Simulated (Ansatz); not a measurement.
**Relaxing platinum (beta-Sn type)**

Theory: DFT, PBEsol, plane waves (420 eV) with PAW, scalar-relativistic in Ansatz 0.2.0. (PAW data from PBE, frozen cores regenerated.)

k-point mesh 13×13×9, Fermi-Dirac smearing 0.1 eV, no spin polarisation. Cell and atoms relax.

Starting structure:

```yaml
crystal:
  lattice:
    - [-2.43930, 2.43930, 1.33186]
    - [2.43930, -2.43930, 1.33186]
    - [2.43930, 2.43930, -1.33186]
  atoms:
    - { symbol: Pt, position: [0.00000, 0.00000, 0.00000] }
    - { symbol: Pt, position: [0.75000, 0.25000, 0.50000] }
```

Problem. What cell does the relaxation end in?

Solution. P6_3/mmc with a = 2.732 Å, c = 4.686 Å (c/a = 1.715); 15.15 Å³ per atom against 15.85 at the start (-4.4 %).

The cell has left the beta-Sn structure type; it ends in P6_3/mmc.

Problem. How much energy does the relaxation gain?

Solution. 325.7 meV per atom.

Path of the relaxation (the plane waves are chosen anew near the end, which can shift the energy a little):

```
step  E − E(final) (meV/atom)  V (Å³/atom)  P (GPa)  max force (eV/Å)
   0                   325.73       15.850    10.51             0.000
   1                   303.08       16.477     0.09             0.001
   2                   300.09       16.484    -0.12             0.045
   3                   274.71       16.438    -0.25             0.087
   4                   217.43       16.291    -0.01             0.042
   5                   175.60       16.139     0.48             0.004
   6                   159.82       16.074    -0.71             0.010
   7                   159.21       16.053    -0.04             0.016
   8                   159.11       16.045    -0.03             0.002
   9                   159.10       16.039    -0.02             0.003
  10                   159.09       16.037     0.03             0.001
  11                   143.44       16.037     1.74             0.003
  12                   134.88       16.039     0.89             0.013
  13                   131.98       16.048    -0.28             0.012
  14                   131.51       15.993     0.01             0.020
  15                   128.70       15.805     0.32             0.059
  16                   121.86       15.547     0.79             0.038
  17                   106.85       15.334    -0.25             0.036
  18                    93.53       14.984     1.18             0.089
  19                    89.89       14.981     0.09             0.025
  20                    89.33       14.964    -0.09             0.005
  21                    89.32       14.950     0.18             0.001
  22                    89.32       14.957     0.01             0.000
  23                    42.64       14.957     4.63             0.008
  24                    19.72       14.958     3.78             0.005
```

The k-point mesh keeps fewer symmetry operations than the starting structure has, so the cell can leave it.
